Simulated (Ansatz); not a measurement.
Relaxed Al (fcc, Cu type):

```yaml
crystal:
  lattice:
    - [0.00000, 4.03999, 4.03999]
    - [2.01999, 0.00000, 2.01999]
    - [2.01999, 2.01999, 0.00000]
  atoms:
    - { symbol: Al, position: [0.00000, 0.00000, 0.00000] }
    - { symbol: Al, position: [0.50000, 0.00000, 0.00000] }
```

The atoms are displaced by Q × the pattern below (from a DFPT mode at L = (0.5, 0.0, 0.0), largest move 1; Q in Å), at fixed cell. (q is in reciprocal vectors of the primitive cell; the cell shown is doubled to hold the pattern.)

```json
[
 {"atom": "Al1", "x": "-0.577", "y": "0.577", "z": "0.577"},
 {"atom": "Al2", "x": "0.577", "y": "-0.577", "z": "-0.577"}
]
```

These are PBE (plane waves to 420 eV, PAW, scalar-relativistic; Ansatz, an electronic-structure program) values and carry that method's errors. k mesh 10×20×20 (Γ-centred), Fermi-Dirac smearing 0.05 eV. Energies are smeared free energies. With partly filled bands, energies and forces of such displacements shift with the k mesh and the smearing. Al was relaxed with its symmetry unable to fall. The PAW data are Ansatz's earlier set. The zero of ΔE is the undisplaced structure. The last digit holds for this mesh only.

```json
[
 {"Q (Å)": "-0.180", "ΔE (meV/cell)": "withheld"},
 {"Q (Å)": "-0.150", "ΔE (meV/cell)": "238.4"},
 {"Q (Å)": "-0.120", "ΔE (meV/cell)": "150.2"},
 {"Q (Å)": "-0.090", "ΔE (meV/cell)": "83.6"},
 {"Q (Å)": "-0.060", "ΔE (meV/cell)": "37.0"},
 {"Q (Å)": "-0.030", "ΔE (meV/cell)": "9.2"},
 {"Q (Å)": "0.000", "ΔE (meV/cell)": "0.0"},
 {"Q (Å)": "0.030", "ΔE (meV/cell)": "9.2"},
 {"Q (Å)": "0.060", "ΔE (meV/cell)": "37.0"},
 {"Q (Å)": "0.090", "ΔE (meV/cell)": "83.6"},
 {"Q (Å)": "0.120", "ΔE (meV/cell)": "150.2"},
 {"Q (Å)": "0.150", "ΔE (meV/cell)": "238.4"},
 {"Q (Å)": "0.180", "ΔE (meV/cell)": "withheld"}
]
```

**Question.** Fit an even polynomial form (powers 2, 4) to the given rows and predict ΔE at Q = 0.180.

**Answer.** Least squares on the 11 given rows: ΔE = (10160)·Q² + (19100)·Q⁴, in meV/cell with Q in Å; root-mean-square residual 0.10 meV/cell. At 0.180 the fit gives 349.2 meV/cell; the calculation gives 350.2 meV/cell, so the extrapolation is off by -1.0 (-0.3 %). The quadratic term alone would give 329.2 meV/cell.

(For displaced atoms, the force is minus the slope of the energy, and its curvature is a force constant, which sets phonon frequencies.)
